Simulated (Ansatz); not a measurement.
This cell of CdSe (zinc blende) is off equilibrium:

```
CdSe
1.0
    0.00000     3.19513     3.19513
    3.19513     0.00000     3.19513
    3.19513     3.19513     0.00000
Se Cd
1 1
Direct
  0.75000   0.75000   0.75000
  0.00000   0.00000   0.00000
```

These are PBEsol (plane waves to 420 eV, PAW, scalar-relativistic; Ansatz, an electronic-structure program) values and carry that method's errors. k mesh 9×9×9 (Γ-centred), Fermi-Dirac smearing 0.05 eV. The energy includes the smearing's −TS. Stress and pressure are positive under compression. CdSe was relaxed with its symmetry unable to fall.

Question: What is the stress tensor (GPa)?

Answer: 
```
   -5.4      0.0      0.0
    0.0     -5.4      0.0
    0.0      0.0     -5.4
```
The pressure, a third of the trace, is -5.4 GPa.

Question: It is the relaxed cell scaled evenly to V/V₀ = 1.160, atoms relaxed where free. What is its energy relative to the relaxed cell?

Answer: 88.2 meV/atom.

(Under strain, the slope of the energy per volume gives the stress and its curvature an elastic modulus.)
